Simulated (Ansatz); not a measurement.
CdSe (wurtzite)

```xyz
4
Lattice="4.3829 0.0000 0.0000 -2.1914 3.7957 0.0000 0.0000 0.0000 7.1547" Properties=species:S:1:pos:R:3 pbc="T T T"
Cd     2.1914     1.2652     0.0034
Cd     0.0000     2.5305     3.5807
Se     2.1914     1.2652     4.4697
Se     0.0000     2.5305     0.8924
```

Grid over V/V₀ and (c/a)/(c/a)₀, subscript 0 meaning the relaxed cell; the conventional c axis lies along z; no internal relaxation.

These are PBE (plane waves to 420 eV, PAW, scalar-relativistic; Ansatz, a first-principles code) values and carry that method's errors. k mesh 9×9×5 (Γ-centred), Fermi-Dirac smearing 0.05 eV. Stress and pressure are positive under compression. As the atoms are clamped, bonds stretch with the cell, which overstates energies and stresses. CdSe was relaxed with its symmetry unable to fall. The PAW data are Ansatz's earlier set.

At one point of the scan the stress tensor (GPa) is:

```
    0.3      0.0      0.0
    0.0      0.3      0.0
    0.0      0.0      6.5
```

**Question.** Which point is it?
(A) V/V₀ = 0.960, (c/a)/(c/a)₀ = 0.940
(B) V/V₀ = 0.980, (c/a)/(c/a)₀ = 1.000
(C) V/V₀ = 1.040, (c/a)/(c/a)₀ = 0.940
(D) V/V₀ = 1.020, (c/a)/(c/a)₀ = 0.880

**Answer.** A, V/V₀ = 0.960, (c/a)/(c/a)₀ = 0.940

(A scan under strain: stresses follow from slopes of the energy per volume, elastic moduli from its curvatures.)
